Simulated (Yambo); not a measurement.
CdOFH (space group P2_1, No. 4, within 0.06 Å of Pmn2_1), G0W0@LDA in Yambo (4×2×2 mesh, plasmon pole; 7 Ry block, no terminator). The number N of bands in W and G is varied.

| N | x = 1/N | gap (0, 0, -0.5) → Γ (eV) | shift of the valence edge (eV) |
|---|---|---|---|
| 70 | 0.01429 | 4.002 | -0.599 |
| 94 | 0.01064 | 3.794 | -0.644 |
| 124 | 0.00806 | 3.694 | -0.718 |
| 155 | 0.00645 | ? | ? |

Problem. Basis-set arguments suggest E = E∞ + A x. Fix A and E∞ from the two rows above the withheld one, predict the row at 155 bands, and test the form.

Solution. Gap: A = (3.694 − (3.794))/(0.00806 − 0.01064) = 38.8, E∞ = 3.382 eV, so 3.632 eV is predicted; the run gave 3.663 eV (miss 31 meV). The first two rows have slope 57.0, so the form doesn't hold yet over the whole range. Shift: A = (-0.718 − (-0.644))/(0.00806 − 0.01064) = 28.7, E∞ = -0.949 eV, so -0.764 eV is predicted; the run gave -0.791 eV (miss 27 meV). The first two rows have slope 12.3, so the form doesn't hold yet over the whole range. The other settings are held fixed.

Spin-orbit coupling is not included.

Geometry of the Materials Project entry, not relaxed at this level; primitive cell a = 3.534 Å, b = 4.845 Å, c = 5.628 Å, α = γ = 90.00°, β = 90.08°.

The structure is a Materials Project entry; no match was found in the copy of COD used, and its stability was not checked.

A shift is the quasiparticle energy of the state minus its LDA energy.
